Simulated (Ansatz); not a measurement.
Notes on LuSc3B2

```yaml
crystal:
  lattice:
    - [5.84569, 0.00000, 0.00000]
    - [-2.92285, 5.06252, 0.00000]
    - [0.00000, 0.00000, 3.28345]
  atoms:
    - { symbol: B, position: [0.33330, 0.66670, 0.00000] }
    - { symbol: B, position: [0.66660, 0.33330, 0.00000] }
    - { symbol: Sc, position: [0.50000, 0.00000, 0.50000] }
    - { symbol: Sc, position: [0.50000, 0.50000, 0.50000] }
    - { symbol: Sc, position: [0.00000, 0.50000, 0.50000] }
    - { symbol: Lu, position: [0.00000, 0.00000, 0.00000] }
```

Method: PBE, no spin polarisation; PAW, plane waves to 420 eV, 7×7×10 Γ-centred mesh, fermi-dirac occupations (width 0.1 eV) (Ansatz 0.2.0), atoms fixed.

What do density and ELF say about some of the short contacts?

B–Sc at 2.35 Å: least valence density 0.35 e/Å³ and ELF 0.23 there. Lu–Lu at 3.28 Å: least valence density 0.16 e/Å³ and ELF 0.27 there. Lu–Sc at 3.35 Å: least valence density 0.11 e/Å³ and ELF 0.19 there. Both are smooth PAW fields, read partly inside the augmentation spheres.

Is it stable against the elements?

0.02 eV an atom against the elements' usual phases (free molecules for gases, crystals otherwise, with no correction for O₂ or N₂), too near zero to call. Relaxing would lower it.

Is the cell too large or too small?

The pressure is 15.0 GPa (compression positive), so with the atoms held at these fractions the cell would first expand.

What happens at the Fermi level?

It is a metal, with about 4.7 states/eV a cell as the mean within 0.25 eV of the Fermi level, mostly Sc d (38 %), B p (34 %) and Lu d (19 %).

Give the Bader charges.

Bader charges in e: Lu +0.40, Sc +1.26, B -2.09. In the mean Sc gives up most and B takes most.

Origin: a known structure type with other elements, at an estimated volume, so it need not be a known compound. Caveats: many states at the Fermi level without spin polarisation, so a magnetic state may lie lower.
